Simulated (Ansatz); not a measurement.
Property card for BW2

BW2:
```
BW2
1.0
   -2.75190     2.75190     2.36253
    2.75190    -2.75190     2.36253
    2.75190     2.75190    -2.36253
B W
2 4
Direct
  0.25000   0.25000   0.00000
  0.75000   0.75000   0.00000
  0.66994   0.83006   0.50000
  0.33006   0.16994   0.50000
  0.83006   0.33006   0.16013
  0.16994   0.66994   0.83987
```

Space group I4/mcm (No. 140); conventional cell a = 5.504 Å, b = 5.504 Å, c = 4.725 Å, α = 90.00°, β = 90.00°, γ = 90.00°.

Method: LDA (plane waves, PAW; program Ansatz). Geometry: relaxed at this level of theory. Other levels are named where they apply.

**Cell and energy**

```
Property                                                      Result
-----------------------------------------------------  -------------
Volume per atom                                             11.93 Å³
Density                                                  17.56 g/cm³
Formation energy from the elements (no fitted shifts)  -0.29 eV/atom
```

**Electronic structure**

```
Property                                                                     Value
------------------------------------  --------------------------------------------
Electronic character                                             metallic (no gap)
Density of states at the Fermi level  0.61 states/eV per atom (mean over ±0.08 eV)
```

**Mechanics**

```
Quantity                             Result
----------------------------------  -------
Bulk modulus (Birch–Murnaghan fit)  360 GPa
Pressure derivative B′                  4.1
```

**Phonons**

```
Item                                                    Result
-----------------------------  -------------------------------
Highest zone-centre frequency                        17.64 THz
Zone-centre stability          unstable, softest mode 69i cm⁻¹
```

The first step of the workflow began from a Materials Project structure, measured or hypothetical; the Crystallography Open Database files this formula in space group No. 140, but the cells were not matched. Its standing as an ambient phase is unchecked. Symmetry was held in the LDA relaxation. The run is not spin-polarised. As this level gives no gap, phonon frequencies hold no LO–TO term and depend on the k-mesh and smearing (Fermi–Dirac, 0.1 eV here). The references are the lowest solids computed at this level, not always the standard phases. Spin–orbit coupling is left out wherever it is not named.

Potentials: the later of the program's two PAW sets.
